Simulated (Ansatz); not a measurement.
A plane-wave DFT run in Ansatz 0.2.0 (scalar-relativistic PAW potentials unless the input names others): input and command.

```yaml
crystal:
  lattice:
    - [-1.8912857983, 1.8912857983, 1.8912857983]
    - [1.8912857983, -1.8912857983, 1.8912857983]
    - [1.8912857983, 1.8912857983, -1.8912857983]
  atoms:
    - { symbol: Sn, position: [0.0, 0.0, 0.0] }
basis:
  ecutwfc: 500
kpoints:
  mp_grid: { grid: [24, 24, 24] }
hamiltonian:
  xc: r2scan
scf:
  occupations: { method: gaussian, width: 0.15 }
  max_iter: 1
output:
  forces: true
  eigenvalues: true
  stress: true
```

```bash
ansatz run input.yaml --threads 1 --pin off --max-ram 2560MiB --backend cpu --events-out ev --progress --plain --runs-dir out
```

Abridged log:
```
Pseudopotentials: kind: paw
Pseudopotential: Sn, paw, valence charge 14, recommended cutoff 500 eV (meta_gga)
Functional definition: r2SCAN
Crystal: 1 atom, lattice volume = 27.060 Å³
Basis set: ecut = 500 eV, 675 PW (Γ), exchange–correlation on 96×96×96 points (64 copies of the dense FFT grid, shifted against one another)
Bands: 11, of which v1, the nominal top of the filled ones, is band 7 counted from 1 (6 counted from 0)
Symmetry: 48 space group operations
Space group: Im-3m (ITA 229), of the structure as read, at distance tolerance 3.0e-5 Å
k-points: 413 of 13824
Initial density: superposition of atomic densities (neutral atoms: chi_scale 0, normalization atom), corrected by the library's trained network
Initial wavefunctions: pseudopotential atomic-orbital guess
Functional: x = r2scan, c = r2scan; τ floored in thin density (d = 2e-4 eV/Å³)
SCF iter   1: F=—  HF=-6038.389092 eV  |F-HF|=—  |Δ(HF+E_count)|=         —  Δρ=4.61e-3  dr2=2.38e-3  dr2_τ=2.76e-4  ethr=1.77e-3  ⟨swp⟩=3.9  Hψ=50592  notcnv=0
```

What is wrong with this input?

The fault is too few SCF iterations (scf.max_iter: not typed → 1, the first being the value of the sound run). Setting it back cures it. The log, from which this was withheld above, says: «Error: did not converge after 1 iterations: dr2 = 2.38e-3 (threshold 1.00e-7), under the density mixer `msr1`, which `scf.mixing.algorithm: auto` chose by the deck's other keys (type `scf.mixing.algorithm: msr1` to keep it); raise `scf.max_iter`, which need not help a stalled SCF, or adjust the mixing (`scf.mixing`) or, under a smearing, its width (`scf.occupations.width` …» The run stopped without converging. A reference run from the same start on usual settings converged with pressure -0.20 GPa, largest force 0.000 eV/Å, no gap on the mesh.

It took 11 s on 1 thread of Intel(R) Xeon(R) Processor @ 2.50GHz (Skylake/Cascade Lake), on a shared host, peak memory 0.44 GiB.